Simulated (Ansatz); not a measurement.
**¹¹B NMR of the central transition in BN**

Cell: a Materials Project structure (computed, not necessarily an observed phase), whose atoms a relaxation with PBE at fixed cell left in place.

```
B N
1.0
     2.50164    0.00000    0.00000
    -1.25082    2.16648    0.00000
     0.00000    0.00000    7.36932
B N
2 2
Direct
  0.66667 0.33333 0.75000
  0.33333 0.66667 0.25000
  0.00000 0.00000 0.75000
  0.00000 0.00000 0.25000
```

Atoms are numbered from 1 in the order listed; like atoms form one site, named after its first atom.

Method: Kohn–Sham DFT in Ansatz, PBE, plane waves and PAW, scalar-relativistic, 420 eV cutoff, Γ-centred 14×14×4 k-points, Fermi–Dirac smearing 0.02 eV.

¹¹B has I = 3/2 and Q = 40.59 mb (Pyykkö 2018); at 35.2 T its Larmor frequency is ν₀ = 480.9 MHz. Only the quadrupole interaction is simulated: positions count from each site's isotropic chemical shift, and J coupling is left out, as are shift anisotropy and dipolar coupling, which fast spinning averages.

Question: Simulate the second-order pattern (fast magic-angle spinning, Gaussian broadening 0.04 kHz) of site B (3 N at 1.44 Å).

Answer: The calculation gives C_Q = 2.74 MHz and η = 0.00, so ν_Q = 1.37 MHz and the centre of gravity lies at -0.812 ppm (-0.391 kHz).

```tsv
offset (kHz)	height
-1.0187	0
-0.9948	1
-0.9709	3
-0.9470	5
-0.9230	5
-0.8991	5
-0.8752	5
-0.8512	5
-0.8273	5
-0.8034	5
-0.7795	6
-0.7555	6
-0.7316	6
-0.7077	6
-0.6837	6
-0.6598	7
-0.6359	21
-0.6120	64
-0.5880	75
-0.5641	56
-0.5402	46
-0.5162	41
-0.4923	39
-0.4684	37
-0.4444	36
-0.4205	36
-0.3966	35
-0.3727	36
-0.3487	36
-0.3248	37
-0.3009	39
-0.2769	41
-0.2530	44
-0.2291	49
-0.2052	57
-0.1812	74
-0.1573	100
-0.1334	69
-0.1094	13
-0.0855	0
```

An axis of threefold or higher order runs through B, so V_zz lies along it and η is zero.
